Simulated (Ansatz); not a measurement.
## AlCo: do energies and stresses tell the same story?

Computed with DFT r2SCAN, scalar-relativistic, plane waves, PAW (Ansatz).

Settings: cutoff 500 eV, Γ-centred mesh 14×14×14 on the computed 2-atom cell, Gaussian smearing of 0.10 eV; collinear spin from starting moments 0 0.16 μB.

Relaxed cell: Pm-3m, a = 2.824 Å, b = 2.824 Å, c = 2.824 Å, α = 90.00°, β = 90.00°, γ = 90.00°, 2 atoms in the primitive cell. Whether it is the stable form of this composition wasn't checked.

Energies at zero smearing and pressures from the stress tensor, at volumes with shape and atoms relaxed:
| V (Å³/atom) | E − E(first) (meV/atom) | P (GPa) |
| --- | --- | --- |
| 10.586 | 0.00 | 13.73 |
| 10.923 | -20.78 | 6.23 |
| 11.261 | -27.01 | 0.01 |
| 11.599 | -21.04 | -5.44 |
| 11.937 | -4.39 | -10.08 |

Task: Check P = −dE/dV between neighbouring volumes, and get the bulk modulus from the pressures alone.

Result: With 1 eV/Å³ = 160.2 GPa:
```csv
middle V (Å³/atom),−ΔE/ΔV (GPa),mean P (GPa)
10.755,9.855,9.979
11.092,2.953,3.118
11.430,-2.832,-2.718
11.768,-7.893,-7.764
```

The two differ by 0.16 GPa at most. The mean of two end pressures misses the average over a step by about ΔV² P″/12, up to 0.14 GPa here; with that taken off 0.09 GPa remains, from the smearing term (the stress is the derivative of the free energy), the finite cutoff, the mesh or the relaxation's tolerance. Around V = 11.261 Å³/atom, the two neighbours give B = −V ΔP/ΔV = 11.261 × 11.67 / 0.676 = 194.5 GPa, against B0 = 195.1 GPa from the Birch–Murnaghan fit of the energies.

The state reached may not be the lowest one.

Only this magnetic start was tried.

Cost: 6 runs of about 3.9 core-minutes in all, on Intel Xeon 6975P-C (Granite Rapids) (shared hosts).